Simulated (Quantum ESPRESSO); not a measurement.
# Where does Se sit best among S sites?

Calculated results; nothing here was measured. They come from pw.x of Quantum ESPRESSO 7.5, a plane-wave density functional program, with PseudoDojo standard norm-conserving files (v0.5 for PBE, v0.4.1 for LDA and PBEsol). The cells are made up: elements, strain and atom displacements were drawn at random, and nothing was relaxed. There is no spin polarisation, spin-orbit coupling or dispersion term.

The cell has 8 sites of a zincblende or diamond lattice. Sites 1 to 4 hold Zn Zn S Zn; sites 5 to 8 hold X X X X. Cell vectors in Å: (5.412, -0.015, 0.083); (-0.015, 5.364, 0.034); (0.083, 0.034, 5.431). Settings: PBE, cutoff 1170 eV, 6 x 6 x 6 k mesh shifted by half a step, Fermi-Dirac smearing of 0.1 eV.

In each run one of the sites marked X holds Se and the others hold S; cell and positions stay the same. E is the free energy of the cell.

| site of the guest | first shell | mean distance (Å) | E above the lowest (eV) | P (GPa) | force on the guest (eV/Å) |
| --- | --- | --- | --- | --- | --- |
| 5 | SZn3 | 2.387 | 0.000 | 10.11 | 2.062 |
| 6 | SZn3 | 2.300 | 0.173 | 10.66 | 1.915 |
| 7 | SZn3 | 2.320 | 0.090 | 10.59 | 1.806 |
| 8 | SZn3 | 2.362 | 0.027 | 10.22 | 1.745 |

A rerun of one of these cells at 1467 eV and k mesh 8 x 8 x 8 moved values by no more than 0.002 eV in the cell's energy, 0.02 GPa in stress and 0.006 eV/Å in force.

## Reading the table

Site 5 is lowest, by 0.027 eV, over three times the rerun's bound. A straight line of energy against the mean distance has a slope of -1.9 ± 0.4 eV/Å, so the guest costs less on the roomier sites. The positions are random and not relaxed, so the differences hold for this frozen cell and are not site preferences of a real crystal.